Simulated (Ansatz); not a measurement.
A calculation with the code Ansatz. Plane-wave DFT: natural occupations of the f shells on orthogonalised atomic orbitals at the end of the run, rising, by spin; atoms or cell relaxed as the task says.

```
cell
1.0
     2.5250    4.3735   -3.8272
    -2.5250   -4.3735   -3.8272
    -7.5751    4.3735    0.0000
Ga La Gd Ni
4 2 2 16
Direct
  0.4988 0.4937 0.6668
  0.7563 0.2495 0.1697
  0.2515 0.7484 0.1627
  0.9910 0.9978 0.6654
  0.5065 0.5029 0.9992
  0.9972 0.0043 0.0035
  0.7525 0.2550 0.5001
  0.2489 0.7485 0.4994
  0.4985 0.4978 0.3308
  0.7472 0.2539 0.8370
  0.2450 0.7491 0.8316
  0.9973 0.9985 0.3327
  0.3715 0.1313 0.2537
  0.6228 0.8801 0.7516
  0.1180 0.3797 0.7518
  0.8744 0.6254 0.2508
  0.2472 0.2525 0.4942
  0.5001 0.9987 0.9965
  0.9976 0.5016 0.9980
  0.7477 0.7470 0.4996
  0.1277 0.3718 0.2509
  0.3756 0.1198 0.7509
  0.8812 0.6261 0.7491
  0.6273 0.8669 0.2494
```

Starting moments (μB): Gd number 1 7, Gd number 2 7; others 0.

| quantity | value |
| --- | --- |
| cell charge | 0 e |
| spin | collinear |
| scf start | atoms |
| lower state search | off |
| functional | PBEsol |
| wave cutoff | 420 eV |
| k mesh | 4, 4, 4 |
| k shift | 0, 0, 0 mesh steps |
| gaussian smearing | 0.05 eV |
| task | relax cell and atoms |

Question: How are the f shells occupied at the end?

Answer: 

| shell atom | shell element | shell spin | shell occupation 1 (e) | shell occupation 2 (e) | shell occupation 3 (e) | shell occupation 4 (e) | shell occupation 5 (e) | shell occupation 6 (e) | shell occupation 7 (e) |
| --- | --- | --- | --- | --- | --- | --- | --- | --- | --- |
| 6 | Gd | up | 1 | 1 | 1 | 1 | 1 | 1 | 1 |
| 6 | Gd | down | 0.01 | 0.02 | 0.02 | 0.02 | 0.02 | 0.02 | 0.03 |
| 7 | Gd | up | 1 | 1 | 1 | 1 | 1 | 1 | 1 |
| 7 | Gd | down | 0.01 | 0.02 | 0.02 | 0.02 | 0.02 | 0.02 | 0.03 |

Caveats: Gd without a U keeps its half-filled shell, but its 4f levels lie too near the Fermi level; occupations loosely converged; open f or d shells may hold a state above the lowest.
